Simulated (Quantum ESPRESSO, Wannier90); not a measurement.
# Tight-binding from DFT: InAs (zinc blende)

```
CELL_PARAMETERS angstrom
      0.00000     3.05356     3.05356
      3.05356     0.00000     3.05356
      3.05356     3.05356     0.00000
ATOMIC_POSITIONS crystal
  In 0.25000 0.25000 0.25000
  As 0.00000 0.00000 0.00000
```

Cell from Materials Project (mp-20305), symmetrised, no further relaxation. COD (Crystallography Open Database) has an entry of this formula and space group (matched by these alone). Computed values, not measurements, from PBEsol: Quantum ESPRESSO (norm-conserving PseudoDojo potentials, cutoff 68 Ry, no spin polarisation, no spin-orbit coupling) on a Γ-centred 10×10×10 mesh, then Wannier90. Density: 10×10×10 mesh, cold smearing 0.01 Ry. Spin-orbit coupling is left out although heavy elements are present.

Energies are relative to the Fermi level.

**Bands.** No gap over 0.05 eV opens at the Fermi level at this level of theory. 3 filled groups are cut off by gaps; the highest, bands 11, spans -11.71 to -9.77 eV and is As 4s 63 %, In 5p 21 %, In 5s 10 %.

**Model.** 8 functions (In sp, As sp) from bands 11-25, frozen to 1.50 eV, reach Ω_I = 12.09 Å² and follow pw.x to 2.9 meV rms (states up to 1.0 eV relative to the Fermi level).

**Frozen window.** Edge, Ω_I and misfit go -1.5 eV, 11.85 Å², 72 meV; -0.5 eV, 11.96 Å², 45 meV; 0.5 eV, 11.97 Å², 42 meV; 1.5 eV, 12.09 Å², 2.9 meV. Ω_I never falls as the edge rises, since each frozen state takes freedom from the choice of the smoothest subspace. The edges under the compared range leave its upper states unfrozen, and their misfit is the largest.

**No window.** Without a frozen window Ω_I drops to 11.47 Å² while the misfit grows to 168 meV: a small spread is no proof of good bands.

**Outer window.** The setting "outer window to 9.32 eV" raises Ω_I to 21.49 Å², as fewer states are left to mix in, and the misfit goes to 3.1 meV.
